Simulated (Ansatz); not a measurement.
BaTiO₃:
```cif
data_BaO3Ti
_chemical_formula_sum 'Ba1 Ti1 O3'
_space_group_name_H-M_alt 'P4mm'
_space_group_IT_number 99
_space_group_name_Hall 'P 4 -2'
_cell_length_a 3.92699
_cell_length_b 3.92699
_cell_length_c 3.97455
_cell_angle_alpha 90.000
_cell_angle_beta 90.000
_cell_angle_gamma 90.000
loop_
_atom_site_label
_atom_site_type_symbol
_atom_site_symmetry_multiplicity
_atom_site_Wyckoff_symbol
_atom_site_fract_x
_atom_site_fract_y
_atom_site_fract_z
_atom_site_occupancy
Ba1 Ba 1 b 0.50000 0.50000 0.57954 1
Ti1 Ti 1 a 0.00000 0.00000 0.09173 1
O1 O 2 c 0.00000 0.50000 0.06513 1
O2 O 1 a 0.00000 0.00000 0.55846 1
```

Relaxed with LDA.

Task: Give the optical modes at the zone centre with their infrared and Raman activity from DFPT, LDA (plane waves, PAW; program Ansatz).

Result: Transverse frequencies, without the LO–TO term; a row sums one degenerate level.

```
ω (cm⁻¹)  degeneracy  IR ((D/Å)²/amu)  Raman (Å⁴/amu)  activity  symmetry
--------  ----------  ---------------  --------------  --------  --------
96i                2           157.41             180  IR+Raman         E
174                1             8.10              12  IR+Raman        A1
179                2             3.32            0.32  IR+Raman         E
262                1            49.68             890  IR+Raman        A1
288                2             0.21              25  IR+Raman         E
289                1             0.00             4.6     Raman        B1
481                2             9.45              19  IR+Raman         E
509                1            10.70             630  IR+Raman        A1
```

Task: How high does the top mode go among those that the LO–TO term moves?

Result: 685 cm⁻¹ for q along x, 685 cm⁻¹ for q along y, 712 cm⁻¹ for q along z.

The cell was relaxed with LDA under the symmetry of its start. At this level the phase is dynamically unstable (imaginary phonons). The run is not spin-polarised. Spin–orbit coupling is left out wherever it is not named.

Potentials: the earlier of the program's two PAW sets.
